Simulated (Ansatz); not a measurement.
# Equation of state of BePd

A database entry relaxed whole under r2SCAN (Pm-3m):

```
CELL_PARAMETERS angstrom
2.81389 0.00000 0.00000
0.00000 2.81389 0.00000
0.00000 0.00000 2.81389
ATOMIC_POSITIONS crystal
Be 0.00000 0.00000 0.00000
Pd 0.50000 0.50000 0.50000
```

The cell was scaled uniformly, its shape held, and the atoms relaxed at each volume with plane-wave PAW DFT (Ansatz 0.2.0; r2SCAN, 500 eV, 12×12×12 Γ-centred mesh, fermi-dirac occupations of width 0.100 eV; no spin, no spin-orbit coupling). One row is withheld.

```csv
volume (Å³/atom),energy over the lowest (meV/atom),pressure (GPa)
10.472,25.9,13.22
10.695,?,?
10.917,2.7,3.98
11.140,0.0,0.08
11.363,2.4,-3.41
11.586,9.4,-6.52
11.809,20.5,-9.31
```

Problem. Fit the pressures of the other rows to the third-order Birch-Murnaghan form.

Solution. With f = [(V₀/V)^(2/3) − 1]/2 and P = 3B₀f(1 + 2f)^(5/2)[1 + 3(B₀′ − 4)f/2], least squares gives V₀ = 11.14 Å³ an atom, B₀ = 184 GPa and B₀′ = 4.6; the rows miss the fit by less than 0.01 GPa. The slope of the energies differs from these pressures by 0.08 GPa, since they are taken to zero smearing while pressures follow the free energy.

Problem. What does the withheld row hold?

Solution. The fit gives 8.34 GPa at 10.695 Å³; the run gave 8.34 GPa and 11.1 meV an atom.

Caveats: the shape of the cell was held; 0 K, fixed nuclei; the symmetry was kept, and this need not be the phase that is stable at 0 K; one mesh for all volumes; pressure is positive in compression.
